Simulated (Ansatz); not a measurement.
Sn:
```
CELL_PARAMETERS angstrom
      0.00000     3.23687     3.23687
      3.23687     0.00000     3.23687
      3.23687     3.23687     0.00000
ATOMIC_POSITIONS crystal
  Sn 0.50000 0.50000 0.50000
  Sn 0.75000 0.75000 0.75000
```

Relaxed with LDA. Special points in fractions of this cell's reciprocal vectors: Γ (0.000, 0.000, 0.000); X (0.500, 0.000, 0.500); U (0.625, 0.250, 0.625); K (0.375, 0.375, 0.750); L (0.500, 0.500, 0.500); W (0.500, 0.250, 0.750).

### Question
List the band energies nearest the Fermi level at these points for plane-wave PAW LDA (Ansatz code).

### Answer
In eV from the Fermi level; about four levels below and three above (degenerate sets whole), none deeper than 8.9 eV; points with the same levels are listed once.

```csv
k,below,above
Γ,-0.77,0.12 0.12 0.12
X,-7.57 -7.57 -2.45 -2.45,0.79 0.79 7.73 7.73
U,-7.98 -7.08 -3.38 -2.09,1.07 3.36 5.74
L,-6.35 -1.09 -1.09 -0.08,3.27 3.27 5.57
W,-7.51 -7.51 -3.04 -3.04,3.41 3.41 4.04 4.04
```

Space group Fd-3m (diamond). This is a known low-temperature phase of the composition, computed here at zero pressure and temperature. The LDA relaxation kept the symmetry of its start; whether a distortion lowers the energy is not shown. Spin–orbit coupling is left out wherever it is not named.

Potentials: the earlier of the program's two PAW sets. The files were generated under PBE; for other functionals the program regenerates the frozen cores, and for LDA and PBEsol the local potential too.
